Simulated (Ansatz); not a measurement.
Task: Mg (dhcp (α-La type), P6_3/mmc) is relaxed with the program Ansatz at the LDA level (PAW). What lattice parameters of the conventional cell result?

Result: a = 3.147 Å, c = 10.113 Å.

The workflow started from a Materials Project entry (that database holds measured and hypothetical structures alike). Its sites differ from those of the usual phase in this space group: another stacking or structure type. Symmetry was held in the LDA relaxation; whether a distortion lowers the energy is not shown. Axis ratios of metals converge slowly with the k-mesh, so a and c are less sure than the volume.

Potentials: the later of the program's two PAW sets.
